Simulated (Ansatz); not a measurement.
PbS:
```xyz
2
Lattice="0.0000 3.3008 3.3008 3.3008 0.0000 3.3008 3.3008 3.3008 0.0000" Properties=species:S:1:pos:R:3 pbc="T T T"
S      1.6504     1.6504     1.6504
Pb     0.0000     0.0000     0.0000
```

Relaxed with r²SCAN.

Question: Give the Bader charges and basin volumes of the independent atoms, the program Ansatz at the r²SCAN level (PAW).

Answer: 

| atom | Bader charge (e) | Bader volume (Å³) |
|---|---|---|
| S1 | -1.03 | 38.7 |
| Pb2 | +1.03 | 32.5 |

Space group F-43m (zinc blende). The start of the workflow was typed in or built on a structure type; neither database checked (COD, Materials Project) lists it. It is not the phase usual at ambient conditions (space group No. 225). The cell was relaxed with r²SCAN under the symmetry of its start. At this level the phase is mechanically unstable. Spin–orbit coupling is left out wherever it is not named.

Potentials: the later of the program's two PAW sets.
